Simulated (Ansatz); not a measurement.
GaSb:
```
CELL_PARAMETERS angstrom
      0.00000     2.87004     2.87004
      2.87004     0.00000     2.87004
      2.87004     2.87004     0.00000
ATOMIC_POSITIONS crystal
  Sb 0.00000 0.00000 0.00000
  Ga 0.50000 0.50000 0.50000
```

Relaxed with r²SCAN. Special points in fractions of this cell's reciprocal vectors: Γ (0.000, 0.000, 0.000); X (0.500, 0.000, 0.500); U (0.625, 0.250, 0.625); K (0.375, 0.375, 0.750); L (0.500, 0.500, 0.500); W (0.500, 0.250, 0.750).

Task: List the band energies nearest the Fermi level at these points for r²SCAN with spin–orbit coupling (plane waves, PAW; program Ansatz).

Result: In eV from the Fermi level; about four levels below and three above (degenerate sets whole), none deeper than 8.9 eV; points with the same levels are listed once.

```csv
k,below,above
Γ,-0.28 -0.28,0.40 0.40 0.40 0.40
X,-2.66 -2.66 -2.33 -2.33,3.50 3.50 9.38 9.38
U,-1.81 -1.81 -0.53 -0.53,5.92 5.92 6.63 6.63
L,-7.69 -7.69,0.29 0.29 0.80 0.80
W,-4.32 -4.32 -4.12 -4.12,2.42 2.42 3.67 3.67
```

Space group Fm-3m (rock salt). The start of the workflow was typed in or built on a structure type; neither database checked (COD, Materials Project) lists it. It is not the phase usual at ambient conditions (space group No. 216). The r²SCAN relaxation kept the symmetry of its start; its stability against distortions is not shown here.

Potentials: the earlier of the program's two PAW sets.
